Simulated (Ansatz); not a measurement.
One crystal and one scan (energy against volume) at two levels, PBE (plane waves to 420 eV, PAW, scalar-relativistic; Ansatz, a program for electronic structure) and r2SCAN (plane waves to 500 eV, PAW, scalar-relativistic; Ansatz), each from its own relaxed cell and on its own mesh. The cell shown is that of PBE.

GaSb (zinc blende)

```
CELL_PARAMETERS angstrom
      0.00000     3.10704     3.10704
      3.10704     0.00000     3.10704
      3.10704     3.10704     0.00000
ATOMIC_POSITIONS crystal
  Sb 0.75000 0.75000 0.75000
  Ga 0.00000 0.00000 0.00000
```

Equation-of-state scan: isotropic scaling of the cell above, V₀ being its volume. Symmetry pins the atoms to their sites.

The energy includes the smearing's −TS. GaSb was relaxed with its symmetry unable to fall. Spin-orbit coupling is left out, though Sb is heavy. The PAW data are Ansatz's earlier set. Percentages come from the unrounded values. Both scans cover V/V₀ from 0.840 to 1.160.

Results of PBE:

- Lattice constant a (Å) = 6.214
- Pressure at the smallest volume (GPa) = 11.8
- Energy cost of the largest compression (meV/atom) = 150
- Energy cost of the largest expansion (meV/atom) = 80
- Bulk modulus B₀ (third-order Birch-Murnaghan fit) (GPa) = 44.6
- Pressure for 5 % compression (fit) (GPa) = 2.6

What does r2SCAN give for the same quantities?


```csv
quantity,r2SCAN,PBE − r2SCAN
Lattice constant a (Å),6.134,+0.080 (+1.3 %)
Pressure at the smallest volume (GPa),13.9,-2.1 (-15 %)
Energy cost of the largest compression (meV/atom),170,-20 (-12 %)
Energy cost of the largest expansion (meV/atom),92,-12 (-13 %)
Bulk modulus B₀ (third-order Birch-Murnaghan fit) (GPa),52.9,-8.3 (-16 %)
Pressure for 5 % compression (fit) (GPa),3.1,-0.5 (-16 %)
```

PBE gives the higher value for: lattice constant a. PBE gives the lower value for: pressure at the smallest volume; energy cost of the largest compression; energy cost of the largest expansion; bulk modulus B₀; pressure for 5 % compression. (PBE) At this level the bands of GaSb touch or barely overlap; measurements give the solid a gap. For the lattice constant a the reference is 6.0959 Å (measured, room temperature or unstated; as given in I. Vurgaftman, J. R. Meyer, L. R. Ram-Mohan, Journal of Applied Physics (2001), doi:10.1063/1.1368156): it holds thermal shifts, so no verdict is drawn. For the bulk modulus B₀ the reference is 57 GPa (measured, room temperature or unstated; as given in Cormac Toher, Corey Oses, Jose J. Plata et al., Physical Review Materials (2017), arXiv:1611.05714): it holds thermal shifts, so no verdict is drawn. 

(Under strain, the slope of the energy per volume gives the stress and its curvature an elastic modulus.)
